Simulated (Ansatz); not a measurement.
# TaGa₃ in Ansatz, relaxation

The command:

```bash
ansatz run input.yaml --threads 2 --pin off --max-ram 2560MiB --backend cpu --events-out ev --progress --plain --runs-dir out
```

The input file (Ansatz 0.2.0, plane waves):

```yaml
crystal:
  lattice:
    - [-1.91465693, 1.91465693, 4.39019333]
    - [1.91465693, -1.91465693, 4.39019333]
    - [1.91465693, 1.91465693, -4.39019333]
  atoms:
    - { symbol: Ta, position: [0.0, 0.0, 0.0] }
    - { symbol: Ga, position: [0.75, 0.25, 0.5] }
    - { symbol: Ga, position: [0.25, 0.75, 0.5] }
    - { symbol: Ga, position: [0.5, 0.5, 0.0] }
  symmetry: { tolerance: 0.0003 }
kpoints:
  mp_grid: { grid: [8, 8, 8], shift: [0, 0, 0] }
magnetization:
  spin_polarized: false
scf:
  occupations: { method: methfessel_paxton, width: 0.0165 }
  lower_state_search: "off"
hamiltonian:
  pseudopotentials: { kind: paw }
  xc: r2scan
basis:
  ecutwfc: 500
  fft_grid_basis: typed
relax:
  max_steps: 80
  cell: { p_target: 0.0 }
output:
  forces: true
  stress: true
  eigenvalues: true
  bader: true
  populations: true
  elf: true
  write_potential: true
  volumetric_format: npy
  dos:
    e_range: [-12, 8]
    de: 0.05
    projected: { site_lists: { Ga: [Ga], Ta: [Ta] } }
checkpoint:
  read: saved_state
```

Origin of the cell: a database entry, scaled a little.

The saved state is a converged single point of the same cell.

Steps («new basis» is an SCF on plane waves selected anew at the same cell):

```tsv
step	ΔF (meV/atom)	max force component (eV/Å)	P (GPa)	volume (Å³)	SCF iterations	step was
1	0.0	0.000	-4.38	64.38	6	accepted
2	-0.3	0.000	4.65	60.36	7	rejected
3	-7.7	0.000	-0.25	62.38	10	accepted
4	-7.7	0.000	0.02	62.27	4	accepted
5	-7.5	0.000	0.01	62.27	8	new basis
```

Before:

Space group I4/mmm (No. 139); the run's cell has a = 5.158 Å, b = 5.158 Å, c = 5.158 Å, α = 136.42°, β = 136.42°, γ = 63.33°. Shortest distances: Ga–Ta 2.71 Å, Ga–Ga 2.71 Å.

The relaxed structure.

Space group I4/mmm (No. 139); the run's cell has a = 5.099 Å, b = 5.099 Å, c = 5.099 Å, α = 136.39°, β = 136.39°, γ = 63.38°. Shortest distances: Ga–Ga 2.68 Å, Ga–Ta 2.68 Å.

```
CELL_PARAMETERS angstrom
-1.89413 1.89413 4.33891
1.89413 -1.89413 4.33891
1.89413 1.89413 -4.33891
ATOMIC_POSITIONS crystal
Ta 0.00000 0.00000 0.00000
Ga 0.75000 0.25000 0.50000
Ga 0.25000 0.75000 0.50000
Ga 0.50000 0.50000 0.00000
```

```
Free energy lowered by                                                                 : 7.5 meV/atom
Volume change                                                                          : -3.28 %
Final pressure                                                                         : 0.01 GPa
Relaxation steps listed                                                                : 5
Formation energy (elements under the same functional, gases as molecules, uncorrected) : -0.204 eV/atom
```

Caveats: no moments, though an odd count or open d shells may carry them; no spin-orbit coupling, though heavy elements are present; the relaxation held the start's symmetry, so the end may be a saddle point.

The run took 37 s on 2 threads of Intel(R) Xeon(R) 6975P-C (Granite Rapids), on a shared host, peak memory 0.81 GiB, from a saved density.
